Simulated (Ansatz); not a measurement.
## ZrH₃: pressure against volume

ZrH₃, Pm-3m, a = 3.112 Å. The structure is a Materials Project entry; whether it is the stable form wasn't checked. Ansatz: r2SCAN, PAW, 500 eV, Γ-centred 14×14×14 mesh on 4 atoms, Gaussian smearing 0.10 eV; no spin polarisation. Symmetry fixes shape and atoms, so the cell is only scaled; pressure is positive in compression.

| V (Å³/atom) | P (GPa) |
| --- | --- |
| 7.083 | ? |
| 7.309 | 4.33 |
| 7.535 | 0.00 |
| 7.761 | -3.77 |
| 7.987 | -7.05 |

**Question.** Take V0 = 7.535 Å³/atom, fit the third-order Birch–Murnaghan form to the other rows, and predict the missing pressure.

**Answer.** With the Eulerian strain f = ½[(V0/V)^(2/3) − 1] and y = P/[3f(1 + 2f)^(5/2)], the form is the line y = B0 + 1.5 B0 (B0′ − 4) f. Rows (f, y): 0.01025, 133.8; -0.00975, 135.4; -0.01905, 135.9. Means f = -0.006183, y = 135.03; Σ(Δf)² = 0.0004483, ΣΔfΔy = -0.03273; the slope is their ratio. y = 134.6 − 73.00 f GPa, so B0 = 134.6 GPa and B0′ = 4 + 2 × (-73.00)/(3 × 134.6) = 3.64. At V = 7.083, f = 0.02105, y = 133.06 and P = 9.32 GPa. The run gave 9.31 GPa, so the fit is 0.01 GPa too high, a small miss on the scale of the series. The form still works here, 33 % of the fitted range beyond its end.